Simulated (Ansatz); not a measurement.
Mg:
```yaml
crystal:
  lattice:
    - [3.07735, 0.00000, 0.00000]
    - [-1.53867, 2.66506, 0.00000]
    - [0.00000, 0.00000, 3.04206]
  atoms:
    - { symbol: Mg, position: [0.00000, 0.00000, 0.00000] }
```

Relaxed with r²SCAN. Special points in fractions of this cell's reciprocal vectors: Γ (0.000, 0.000, 0.000); M (0.500, 0.000, 0.000); K (0.333, 0.333, 0.000); A (0.000, 0.000, 0.500); L (0.500, 0.000, 0.500); H (0.333, 0.333, 0.500).

Q: List the band energies nearest the Fermi level at these points for the program Ansatz at the r²SCAN level (PAW).

A: In eV from the Fermi level; about four levels below and three above (degenerate sets whole), none deeper than 8.9 eV; … stands for higher levels left out; points with the same levels are listed once.

```csv
k,below,above
Γ,-7.08,8.55 9.56 …
M,-1.83 -1.19,8.68 9.04 …
K,-0.07 -0.07,1.11 …
A,-2.95 -2.64,15.49 15.49 …
L,–,1.59 2.49 3.03
H,–,3.25 3.25 3.92
```

Space group P6/mmm (simple hexagonal). The workflow started from a Materials Project entry (that database holds measured and hypothetical structures alike); the Crystallography Open Database copy checked does not list it. It is not the phase usual at ambient conditions (space group No. 194). The cell was relaxed with r²SCAN under the symmetry of its start. At this level the phase is mechanically unstable.

Potentials: the later of the program's two PAW sets.
